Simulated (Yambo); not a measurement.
How GW settings move the gap: BaPdS2

G0W0@PBEsol for BaPdS₂ (space group Cmcm, No. 63) in Yambo. Reference settings: 2×2×2 Γ-centred k mesh, bands 9 to 304 and a 7 Ry block in the screening, 304 bands in G with the Bruneval-Gonze terminator, plasmon pole fitted at 27.2 eV. The PBEsol gap Γ → Γ on this mesh is 0.25 eV; G0W0 gaps are taken between the same points.

| change from the reference | G0W0 gap Γ → Γ (eV) | shift of the valence edge (eV) | rough Yambo cost |
|---|---|---|---|
| reference settings | 0.79 | -0.19 | 1 |
| 198 bands in W, 198 bands in G | 0.80 | -0.10 | within a factor of two |
| 198 bands in G | 0.79 | -0.17 | – |
| 145 bands in W | 0.82 | -0.07 | about 1/2 |
| 3 Ry block | 0.86 | -0.17 | within a factor of two |
| no terminator | 0.73 | 0.03 | – |

The reference isn't shown to be the converged limit. Costs are rough (shared machines), scaled to the same edge states, and given only for runs that recompute the screening.

Spin-orbit splittings are left out.

Geometry of the Materials Project entry, not relaxed at this level; primitive cell a = 6.388 Å, b = 6.388 Å, c = 5.659 Å, α = 90.00°, β = 90.00°, γ = 115.33°.

The structure is a Materials Project entry; no match was found in the copy of COD used, and its stability was not checked.

A shift is the quasiparticle energy of the state minus its PBEsol energy.
